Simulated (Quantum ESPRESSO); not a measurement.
# ZnIn3O5F: a curve over strain

A calculation, not a measurement. The program is pw.x of Quantum ESPRESSO 7.5 (plane-wave density functional theory). The cell is made up: 10 atoms on a corundum lattice, with randomly drawn elements, strain and displacements, not relaxed. PseudoDojo standard norm-conserving files (v0.5 for PBE, v0.4.1 for LDA and PBEsol) set the functional; there is no spin polarisation, spin-orbit coupling or dispersion term, and the masses in the input are unused placeholders.

Seven runs add a strain to one cell (the same linear strain along x, y and z); the atoms follow the cell and are not relaxed. Stress in the table is positive in tension.

Input of the run at -0.0049:

```
&control calculation='scf', pseudo_dir='./dojo.nc.sr.pbe.v0_5.standard.upf', outdir='./o', disk_io='low', tprnfor=.true., tstress=.true. /
&system ibrav=0, nat=10, ntyp=4, nbnd=54, ecutwfc=84.00895049, nosym=.true., tot_charge=0,
 occupations='smearing', smearing='fd', degauss=0.0018374661
/
&electrons conv_thr=7.350e-09, electron_maxstep=60, /
ATOMIC_SPECIES
F 1.0 F.upf
In 1.0 In.upf
O 1.0 O.upf
Zn 1.0 Zn.upf
CELL_PARAMETERS angstrom
2.6906 1.4639 4.9179
-2.7645 1.5392 4.9351
0.0283 -3.2281 5.0002
ATOMIC_POSITIONS angstrom
Zn 0.1175 -0.0377 5.3361
In -0.1137 -0.1171 2.1903
In -0.1114 -0.0994 9.692
In -0.121 -0.1318 12.6391
O -1.1195 1.4237 8.6577
F -0.8139 -1.81 8.7454
O 1.8549 0.0493 8.6001
O 1.0869 -1.6162 6.284
O 0.7451 1.5071 6.2318
O -1.9666 -0.2561 6.1229
K_POINTS automatic
5 5 5 1 1 1
```

```
added strain  free energy less that of the input shown (eV)  stress xx (GPa)  stress yy (GPa)  stress zz (GPa)  stress xy (GPa)  pressure (GPa)  iterations
     -0.0195                                         0.3393           -12.40           -15.68           -13.79            -0.42           13.96          13
     -0.0145                                         0.1926            -9.57           -12.52           -10.91            -0.37           11.00          13
     -0.0049                                         0.0000            -4.68            -7.07            -5.94            -0.28            5.90          13
     +0.0052                                        -0.0864            -0.24            -2.09            -1.41            -0.20            1.25          14
     +0.0116                                        -0.0856             2.25             0.71             1.13            -0.15           -1.36          14
     +0.0235                                         0.0193             6.27             5.23             5.23            -0.07           -5.58          14
```

Question: one run is left out of the table, at -0.0080. Estimate its stress xx (GPa).

Answer: -6.19. The whole row:

| added strain | free energy less that of the input shown (eV) | stress xx (GPa) | stress yy (GPa) | stress zz (GPa) | stress xy (GPa) | pressure (GPa) | iterations |
| --- | --- | --- | --- | --- | --- | --- | --- |
| -0.0080 | 0.0501 | -6.19 | -8.76 | -7.47 | -0.31 | 7.47 | 13 |

A cubic fit gives a slope of stress xx against the added strain of 441 GPa at zero added strain, with the atoms clamped. Across the table the free energy follows the integral of the stress to within 3.6 meV. A rerun of one of the cells at 1437 eV and a 7 x 7 x 7 mesh moved values by no more than 0.003 eV in energy, 0.03 GPa in stress and 0.002 eV/Å in force.